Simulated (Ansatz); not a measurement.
Stress against strain in HfC

```xyz
2
Lattice="0.0000 2.3250 2.3250 2.3250 0.0000 2.3250 2.3250 2.3250 0.0000" Properties=species:S:1:pos:R:3 pbc="T T T"
Hf    2.3250    2.3250    2.3250
C     0.0000    0.0000    0.0000
```

Atoms are numbered in the order listed.

The geometry is COD entry 1539502, unchecked; take it as a test cell.

Spin–orbit coupling is left out, though it moves levels of the heavy atoms by tenths of an eV or more.

Level of theory: DFT, PBEsol, all-electron LAPW, scalar-relativistic (Ansatz 0.2.0).

Settings: a Γ-centred 15×15×15 k mesh, Fermi–Dirac smearing of 0.05 eV, basis error target 1 meV/atom, no spin polarisation.

The strain is applied along the Cartesian axes of the cell as listed (the other components stay zero). Fractional coordinates are held (clamped ions).

σ is the change of stress from the unstrained cell, which is at -6.51 GPa; tension is positive, so slopes are stress–strain coefficients at that pressure. In a metal the k mesh adds noise.

Only quantities that a quadratic follows smoothly over the whole series are listed; rougher ones are left out.

```csv
εxx = εyy,σzz (GPa),σxx (GPa)
-0.0300,-6.09,-20.60
-0.0200,-4.03,-12.88
-0.0100,-1.99,-6.04
0.0000,0.00,0.00
0.0100,1.91,5.34
0.0300,5.32,14.25
```

Question: Fit the series and read off the stiffness at zero strain.

Answer: Least-squares fits y = p0 + p1 x + p2 x² to the rows give σzz (GPa): p1 = 191, p2 = -430; σxx (GPa): p1 = 579, p2 = -3500. So 2 C12 = 191 GPa and C11 + C12 = 579 GPa.

Question: One run, at εxx = εyy = 0.0200, is withheld. Predict its row.

Answer: The fits give 3.64, 10.18; the run gave 3.68, 10.07.
